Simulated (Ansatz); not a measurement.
ZrGeSb:
```cif
data_Ge2Sb2Zr2
_chemical_formula_sum 'Zr2 Ge2 Sb2'
_space_group_name_H-M_alt 'P4/nmm :1'
_space_group_IT_number 129
_space_group_name_Hall 'P 4ab 2ab -1ab'
_cell_length_a 3.82442
_cell_length_b 3.82442
_cell_length_c 8.69518
_cell_angle_alpha 90.000
_cell_angle_beta 90.000
_cell_angle_gamma 90.000
loop_
_space_group_symop_operation_xyz
  'x, y, z'
  '-y+1/2, x+1/2, z'
  '-x, -y, z'
  'y+1/2, -x+1/2, z'
  'x+1/2, -y+1/2, -z'
  '-y, -x, -z'
  '-x+1/2, y+1/2, -z'
  'y, x, -z'
  '-x+1/2, -y+1/2, -z'
  'y, -x, -z'
  'x+1/2, y+1/2, -z'
  '-y, x, -z'
  '-x, y, z'
  'y+1/2, x+1/2, z'
  'x, -y, z'
  '-y+1/2, -x+1/2, z'
loop_
_atom_site_label
_atom_site_type_symbol
_atom_site_symmetry_multiplicity
_atom_site_Wyckoff_symbol
_atom_site_fract_x
_atom_site_fract_y
_atom_site_fract_z
_atom_site_occupancy
Zr1 Zr 2 c 0.50000 0.00000 0.24943 1
Ge1 Ge 2 a 0.00000 0.00000 0.00000 1
Sb1 Sb 2 c 0.00000 0.50000 0.38868 1
```

This is the r²SCAN-relaxed structure.

**Question.** All from r²SCAN (plane waves, PAW; program Ansatz), unless another level is named. Estimate the electronic character.

**Answer.** metallic (no gap).

**Question.** And the density of states at the Fermi level?

**Answer.** 0.32 states/eV per atom (mean over ±0.08 eV).

**Question.** Next, the formation energy from the elements (no fitted shifts)?

**Answer.** -0.65 eV/atom.

The workflow started from a Materials Project entry (that database holds measured and hypothetical structures alike); the Crystallography Open Database copy checked does not list it. Its standing as an ambient phase is unchecked. Symmetry was held in the r²SCAN relaxation; whether a distortion lowers the energy is not shown. The run is not spin-polarised. The references are the lowest solids computed at this level, not always the standard phases. Scalar-relativistic: spin–orbit coupling is off unless named, which matters more the heavier the elements.

Potentials: the earlier of the program's two PAW sets.
